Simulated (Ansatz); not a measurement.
An Ansatz (an electronic-structure program) run. Input:

Ansatz 0.2 input:
```yaml
crystal:
  lattice:
    - [-2.4730032557, 2.4730032557, 3.6567567488]
    - [2.4730032557, -2.4730032557, 3.6567567488]
    - [2.4730032557, 2.4730032557, -3.6567567488]
  atoms:
    - { symbol: Si, position: [0.0, 0.0, 0.0] }
    - { symbol: Si, position: [0.75, 0.25, 0.5] }
    - { symbol: O, position: [0.375, 0.2231775969, 0.3481775969] }
    - { symbol: O, position: [0.7768224031, 0.125, 0.1518224031] }
    - { symbol: O, position: [0.875, 0.0268224031, 0.6518224031] }
    - { symbol: O, position: [0.9731775969, 0.625, 0.8481775969] }
kpoints:
  mp_grid: { grid: [8, 8, 8] }
hamiltonian:
  xc: r2scan
  pseudopotentials: { kind: paw }
scf:
  occupations: { method: fixed }
checkpoint: { read: static.run }
output: { write_density: true, elf: true, volumetric_format: npy }
basis: { fft_grid_basis: typed }
```

Output (shortened):

```
Pseudopotential: Si, paw, valence charge 4
Pseudopotential: O, paw, valence charge 6
Functional definition: r2SCAN
Crystal: 6 atoms, lattice volume = 89.455 Å³
Basis set: ecut = 500 eV, 2261 PW (Γ), exchange–correlation on 160×160×160 points (64 copies of the dense FFT grid, shifted against one another)
Bands: 22, of which v1, the nominal top of the filled ones, is band 16 counted from 1 (15 counted from 0)
Symmetry: 8 space group operations
Space group: I-42d (ITA 122), of the structure as read, at distance tolerance 4.5e-5 Å
k-points: 59 of 512 (time reversal used)
Stability of the state it starts from, as read at its close in the unpolarized treatment …
iter 1 solved again at ethr=3.95e-8 eV; its pass at ethr=3.10e-3 eV (dr2=1.26e-5 eV) is discarded
SCF iter   1: F=—  HF=-3560.158586 eV  |F-HF|=—  |Δ(HF+E_count)|=         —  Δρ=3.28e-7  dr2=6.58e-11  dr2_τ=5.50e-12  ethr=3.95e-8  ⟨swp⟩=3.5  Hψ=10358  notcnv=0  defer=236
preconditioner: auto → none
SCF iter   2: F=-3560.158586 eV  HF=-3560.158586 eV  |F-HF|=9.09e-12  |Δ(HF+E_count)|=   3.92e-9  Δρ=2.65e-7  dr2=2.49e-11  dr2_τ=5.65e-12  ethr=1.00e-12  ⟨swp⟩=12.0  Hψ=7547  notcnv=0
SCF 1 converged in 2 iterations: F = -3560.158586 eV  dr2 = 2.49e-11
SCF converged after 2 iterations
Free energy (F): -3560.158586 eV
Harris-Foulkes:  -3560.158586 eV  (|F-HF|=9.09e-12)
Internal energy: -3560.158586 eV  (E = F + TS)
E sigma→0 (E₀):  -3560.158586 eV
Fermi energy:    0.350294 eV
--- Per-component energies (eV) ---
  E_band       = -211.437750
  E_kinetic    = 810.191790
  E_local      = -2342.057618  (includes V_loc(G=0)·N_el)
  E_nonlocal   = 236.030717
  E_hartree    = 869.870963
  E_xc         = -400.053781
  E_vxc        = -529.745118  (∫ρ·V_xc dr)
  E_paw        = -1683.800937  (= ΣΔE_a)
  E_vpaw       = -159.111547  (= ΣTr[D̂ρ^β])
  E_aug_tail   = 0.004223  (compensation charges beyond the density's cutoff)
  E_vtau       = 33.507772  (kinetic-family band-sum trace: ∫τ·v_τ [+ j·A + Jᵃ·Aᵃ] dr)
  E_ewald      = -1050.063312
  E_core_change = -0.280630  (= ΣΔE_core)
  E_smearing   =  0.000000  (= −TS)
  E_closure    =  0.000000  (closes the sum)
  Σ components = -3560.158586   (vs F -3560.158586, Δ=0.00e0)
  [band-id]    e_kinetic+e_local+e_nonlocal+2·e_hartree+e_vxc+e_vpaw+e_augmentation_tail+e_vtau = -211.437857   (vs E_band -211.437750, Δ=-1.06e-4)
--- Band table (eV; the first three rows and the last of 59) ---
  k-point 0: bands = ["-19.8270", "-17.7790", "-17.7790", "-17.7202", "-8.9090", "-5.2195", "-5.2195", "-4.9483", "-2.2325", "-1.7906", "-1.2571", "-1.2571", "-1.2049", "-0.3657", "0.3503", "0.3503", "6.9072", "10.0732", "12.0803", "12.1078", "12.1078", "13.1988"]
  k-point 1: bands = ["-19.7630", "-17.8789", "-17.7827", "-17.7279", "-8.7509", "-5.3608", "-5.1398", "-4.8611", "-2.2728", "-1.7356", "-1.4475", "-1.2663", "-1.2615", "-0.3350", "0.3021", "0.3048", "7.2459", "10.2891", "11.5007", "11.9032", "12.6834", "12.8690"]
  k-point 2: bands = ["-19.5768", "-18.1484", "-17.7906", "-17.7483", "-8.3113", "-5.7175", "-4.9290", "-4.6972", "-2.3799", "-1.8231", "-1.6237", "-1.4418", "-1.2339", "-0.3102", "0.1780", "0.1958", "8.1283", "10.7917", "11.1507", "11.4969", "12.6380", "12.9176"]
  k-point 58: bands = ["-18.9080", "-18.9080", "-17.8107", "-17.8107", "-6.7699", "-6.7699", "-4.6274", "-4.6274", "-2.1645", "-2.1645", "-1.7439", "-1.7439", "-1.1523", "-1.1523", "0.0360", "0.0360", "9.9869", "9.9869", "11.4774", "11.4774", "13.0323", "13.0323"]
```

Cost: very roughly 15 core-seconds on shared cores.

The first step of the workflow began from a Materials Project structure, measured or hypothetical; the Crystallography Open Database copy checked does not list it. It is not the phase usual at ambient conditions (space group No. 92, 152, 154). The r²SCAN relaxation kept the symmetry of its start; whether a distortion lowers the energy is not shown.

Potentials: the later of the program's two PAW sets.

Ansatz is a plane-wave DFT program.
